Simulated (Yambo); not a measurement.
A BSE run in Yambo for Sr₂OsH₆ (space group Fm-3m, No. 225) (PBEsol bands; 6×6×6 mesh, 6 valence and 6 conduction bands, static screening with 61 bands and a 3 Ry block, scissor 1.28 eV, Tamm-Dancoff; field along x) gives:

```json
[
 {"state": "1", "energy (eV)": "2.93", "states within 2 meV": "3", "relative strength": "< 0.01", "class": "dark"},
 {"state": "2", "energy (eV)": "3.21", "states within 2 meV": "3", "relative strength": "< 0.01", "class": "dark"},
 {"state": "3", "energy (eV)": "3.41", "states within 2 meV": "3", "relative strength": "< 0.01", "class": "dark"},
 {"state": "4", "energy (eV)": "3.43", "states within 2 meV": "3", "relative strength": "< 0.01", "class": "dark"},
 {"state": "5", "energy (eV)": "3.44", "states within 2 meV": "2", "relative strength": "< 0.01", "class": "dark"}
]
```

What changes when the window shrinks to 6 valence and 3 conduction bands?

The lowest state goes from 2.930 eV to 2.960 eV, and its distance below the direct gap from 0.734 eV to 0.704 eV. These are vertical excitations (zero momentum). The scissor comes from a G0W0 run whose convergence isn't established.

Spin-orbit coupling is not included.

Geometry of the Materials Project entry, not relaxed at this level; primitive cell a = b = c = 5.3914 Å, α = β = γ = 60.00°.

The structure is a Materials Project entry; no match was found in the copy of COD used, and its stability was not checked.
